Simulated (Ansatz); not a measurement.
Bi2S3:
```xyz
20
Lattice="11.4167 0.0000 0.0000 0.0000 3.9876 0.0000 0.0000 0.0000 11.1043" Properties=species:S:1:pos:R:3 pbc="T T T"
Bi     5.5364     0.9969     3.6172
Bi     0.1720     2.9907     9.1693
Bi    11.2447     0.9969     1.9350
Bi     5.8803     2.9907     7.4871
Bi     3.8882     2.9907     0.3636
Bi     1.8202     0.9969     5.9158
Bi     9.5965     2.9907     5.1885
Bi     7.5285     0.9969    10.7406
S      3.2756     0.9969     2.1380
S      2.4328     2.9907     7.6902
S      8.9839     0.9969     3.4141
S      8.1412     2.9907     8.9662
S      6.2654     2.9907     1.4259
S     10.8596     0.9969     6.9781
S      0.5571     2.9907     4.1262
S      5.1513     0.9969     9.6783
S      4.3217     2.9907     4.9174
S      1.3866     0.9969    10.4695
S     10.0301     2.9907     0.6348
S      7.0950     0.9969     6.1869
```

Relaxed with r²SCAN+D4. Independent-particle spectrum: no excitons, no local fields, no scissors shift; 0.1 eV broadening; ε₁ of the summed bands alone.

Problem. Tabulate the dielectric function from r²SCAN+D4 in the plane-wave PAW code Ansatz.

Solution. 

| E (eV) | ε₁ xx | ε₂ xx | ε₁ yy | ε₂ yy | ε₁ zz | ε₂ zz |
|---|---|---|---|---|---|---|
| 0.0 | 10.74 | 0.00 | 13.02 | 0.00 | 12.98 | 0.00 |
| 0.3 | 10.80 | 0.00 | 13.11 | 0.00 | 13.07 | 0.00 |
| 0.6 | 11.00 | 0.00 | 13.38 | 0.00 | 13.36 | 0.00 |
| 0.9 | 11.35 | 0.00 | 13.86 | 0.00 | 13.89 | 0.00 |
| 1.2 | 11.92 | 0.00 | 14.64 | 0.00 | 14.76 | 0.00 |
| 1.5 | 12.86 | 0.00 | 15.86 | 0.00 | 16.23 | 0.00 |
| 1.8 | 14.61 | 0.37 | 17.94 | 0.01 | 19.39 | 0.27 |
| 2.1 | 17.25 | 2.62 | 22.43 | 1.08 | 23.27 | 5.37 |
| 2.4 | 17.35 | 5.09 | 26.16 | 6.78 | 21.11 | 9.77 |
| 2.7 | 18.68 | 8.21 | 28.36 | 17.73 | 23.43 | 14.62 |
| 3.0 | 16.61 | 14.35 | 19.63 | 24.21 | 18.81 | 20.99 |
| 3.3 | 10.68 | 15.60 | 12.56 | 28.06 | 11.05 | 25.25 |
| 3.6 | 9.50 | 15.62 | 5.38 | 32.39 | 5.67 | 27.26 |
| 3.9 | 6.72 | 16.57 | -6.14 | 23.60 | -1.94 | 23.60 |
| 4.2 | 2.91 | 16.71 | -8.39 | 17.41 | -5.55 | 19.42 |
| 4.5 | 0.68 | 15.28 | -7.42 | 12.59 | -7.20 | 13.91 |
| 4.8 | -1.54 | 13.53 | -7.08 | 10.03 | -6.96 | 10.83 |
| 5.1 | -2.48 | 11.89 | -5.99 | 7.47 | -6.43 | 8.67 |
| 5.4 | -3.46 | 9.89 | -4.96 | 6.57 | -5.68 | 6.59 |
| 5.7 | -3.82 | 7.82 | -4.74 | 5.21 | -5.15 | 5.62 |
| 6.0 | -3.50 | 6.52 | -3.86 | 4.12 | -4.38 | 4.01 |
| 6.3 | -3.31 | 5.36 | -2.95 | 3.45 | -3.59 | 3.28 |
| 6.6 | -2.98 | 4.24 | -2.00 | 3.15 | -2.78 | 2.60 |
| 6.9 | -2.29 | 3.44 | -1.67 | 3.20 | -1.82 | 2.07 |
| 7.2 | -1.47 | 3.24 | -1.33 | 3.07 | -1.05 | 2.44 |
| 7.5 | -0.95 | 2.92 | -0.91 | 3.02 | -0.78 | 2.27 |
| 7.8 | -0.35 | 2.61 | -0.53 | 2.88 | 0.00 | 2.33 |
| 8.1 | 0.25 | 3.45 | -0.46 | 3.06 | 0.18 | 2.52 |
| 8.4 | -0.03 | 3.75 | -0.37 | 3.16 | 0.58 | 3.14 |
| 8.7 | -0.21 | 3.72 | -0.08 | 3.80 | 0.17 | 3.69 |
| 9.0 | -0.36 | 3.55 | -0.64 | 3.51 | -0.03 | 3.67 |
| 9.3 | -0.15 | 3.75 | -0.56 | 3.62 | -0.27 | 3.78 |
| 9.6 | -0.52 | 3.83 | -1.14 | 3.61 | -0.78 | 3.55 |
| 9.9 | -0.84 | 3.96 | -1.33 | 3.14 | -0.74 | 3.26 |
| 10.2 | -1.16 | 3.69 | -1.38 | 2.90 | -0.87 | 3.43 |
| 10.5 | -1.31 | 3.33 | -1.50 | 2.69 | -1.14 | 3.09 |
| 10.8 | -1.53 | 3.14 | -1.45 | 2.31 | -1.31 | 3.05 |
| 11.1 | -1.62 | 2.77 | -1.29 | 2.13 | -1.55 | 2.70 |
| 11.4 | -1.66 | 2.40 | -1.32 | 2.04 | -1.67 | 2.32 |
| 11.7 | -1.64 | 2.27 | -1.28 | 1.81 | -1.50 | 1.94 |
| 12.0 | -1.61 | 1.89 | -1.11 | 1.66 | -1.35 | 1.77 |

Problem. From ε at 3.6 eV (xx: 9.50 + 15.62i), find n, k, the normal reflectivity and the absorption coefficient.

Solution. n = 3.73, k = 2.095, R = 44 %, α = 2kE/ħc = 760000 cm⁻¹.

With all bands, ε∞ without local fields is 10.9 (xx), 13.1 (yy), 13.1 (zz).

Space group Pnma. The cell was relaxed with r²SCAN+D4 under the symmetry of its start. Spin–orbit coupling is left out wherever it is not named.

Potentials: the later of the program's two PAW sets.
